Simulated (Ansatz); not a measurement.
Zr$_{2}$C in space group R-3m (No. 166; Zr on 6c, C on 3a) at seven volumes, PBEsol (plane waves, PAW; program Ansatz), shape and atoms relaxed at each. One row is withheld.

```tsv
V (Å³/atom)	P (GPa)
15.259	14.96
15.762	9.11
16.265	4.17
16.768	-0.01
17.271	-3.25
17.774	?
18.277	-8.60
```

Q: Fit the shown pressures and predict the withheld one.

A: Third-order Birch–Murnaghan: P = (3/2)B₀(x^(7/2) − x^(5/2))[1 + (3/4)(B′ − 4)(x − 1)] with x = (V₀/V)^(2/3). Least squares on the six rows gives V₀ = 16.779 Å³/atom, B₀ = 124.2 GPa, B′ = 5.01. At V = 17.774, x = 0.9623 and P = -6.19 GPa. The run itself gave -6.07 GPa.

The start of the workflow was typed in or built on a structure type; neither database checked (COD, Materials Project) lists it. Whether it is the stable phase at ambient conditions was not checked. The cell was relaxed with PBEsol under the symmetry of its start; its stability against distortions is not shown here. No spin polarisation was allowed. The volume moved by -19 % from the start of the relaxation.

Potentials: the earlier of the program's two PAW sets. The files were generated under PBE; for other functionals the program regenerates the frozen cores, and for LDA and PBEsol the local potential too.
